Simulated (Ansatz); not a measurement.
Si:
```cif
data_Si34
_chemical_formula_sum 'Si34'
_space_group_name_H-M_alt 'P 1'
_space_group_IT_number 1
_cell_length_a 10.38578
_cell_length_b 10.38578
_cell_length_c 10.38578
_cell_angle_alpha 60.000
_cell_angle_beta 60.000
_cell_angle_gamma 60.000
loop_
_space_group_symop_operation_xyz
  'x, y, z'
loop_
_atom_site_label
_atom_site_type_symbol
_atom_site_fract_x
_atom_site_fract_y
_atom_site_fract_z
_atom_site_occupancy
Si1 Si 0.50000 0.50000 0.50000 1
Si2 Si 0.75000 0.75000 0.75000 1
Si3 Si 0.38949 0.38949 0.38949 1
Si4 Si 0.41847 0.86051 0.86051 1
Si5 Si 0.38949 0.38949 0.83153 1
Si6 Si 0.86051 0.41847 0.86051 1
Si7 Si 0.83153 0.38949 0.38949 1
Si8 Si 0.86051 0.86051 0.86051 1
Si9 Si 0.38949 0.83153 0.38949 1
Si10 Si 0.86051 0.86051 0.41847 1
Si11 Si 0.36435 0.75324 0.75324 1
Si12 Si 0.12083 0.49676 0.88565 1
Si13 Si 0.75324 0.36435 0.12917 1
Si14 Si 0.49676 0.12083 0.49676 1
Si15 Si 0.12917 0.75324 0.75324 1
Si16 Si 0.49676 0.88565 0.49676 1
Si17 Si 0.75324 0.12917 0.36435 1
Si18 Si 0.88565 0.49676 0.12083 1
Si19 Si 0.75324 0.36435 0.75324 1
Si20 Si 0.88565 0.12083 0.49676 1
Si21 Si 0.12917 0.75324 0.36435 1
Si22 Si 0.49676 0.49676 0.12083 1
Si23 Si 0.75324 0.12917 0.75324 1
Si24 Si 0.49676 0.49676 0.88565 1
Si25 Si 0.36435 0.75324 0.12917 1
Si26 Si 0.12083 0.88565 0.49676 1
Si27 Si 0.75324 0.75324 0.36435 1
Si28 Si 0.49676 0.88565 0.12083 1
Si29 Si 0.36435 0.12917 0.75324 1
Si30 Si 0.12083 0.49676 0.49676 1
Si31 Si 0.75324 0.75324 0.12917 1
Si32 Si 0.88565 0.49676 0.49676 1
Si33 Si 0.12917 0.36435 0.75324 1
Si34 Si 0.49676 0.12083 0.88565 1
```

Relaxed with r²SCAN. r²SCAN in the plane-wave PAW code Ansatz gives a gap of 0.78 eV.

Q: What gap does HSE06 give on the same cell (Ansatz, PAW)?

A: 1.14 eV, 0.37 eV more. The hybrid was solved on a coarser mesh and at special points; the gap given is the minimum over both.

| k | v1 r²SCAN | c1 r²SCAN | v1 HSE06 | c1 HSE06 |
|---|---|---|---|---|
| Γ | 0.00 | 1.46 | (withheld) | (withheld) |
| X | -0.37 | 0.79 | -0.37 | 1.15 |
| L | -0.35 | 0.79 | -0.36 | 1.15 |
| W | -0.57 | 1.09 | (withheld) | (withheld) |
| K | -0.36 | 0.92 | (withheld) | (withheld) |

Q: Top valence (v1) and lowest conduction level (c1) in eV from each method's valence maximum (which need not be a listed point): supply the withheld HSE06 values.

A: 
- W, v1 HSE06: -0.54
- W, c1 HSE06: 1.45
- Γ, v1 HSE06: 0.00
- Γ, c1 HSE06: 1.85
- K, v1 HSE06: -0.36
- K, c1 HSE06: 1.28

Cost on shared cores: the r²SCAN run (SCF on a 4×4×4 mesh, then bands and DOS) very roughly 15 core-minutes, the HSE06 run (SCF on 2×2×2, then a few points) around 19 core-minutes (rough); the tasks are unlike.

Space group Fd-3m. The workflow started from a Materials Project entry (that database holds measured and hypothetical structures alike). Its sites differ from those of the usual phase in this space group: another stacking or structure type. The cell was relaxed with r²SCAN under the symmetry of its start; whether a distortion lowers the energy is not shown.

Potentials: the earlier of the program's two PAW sets.
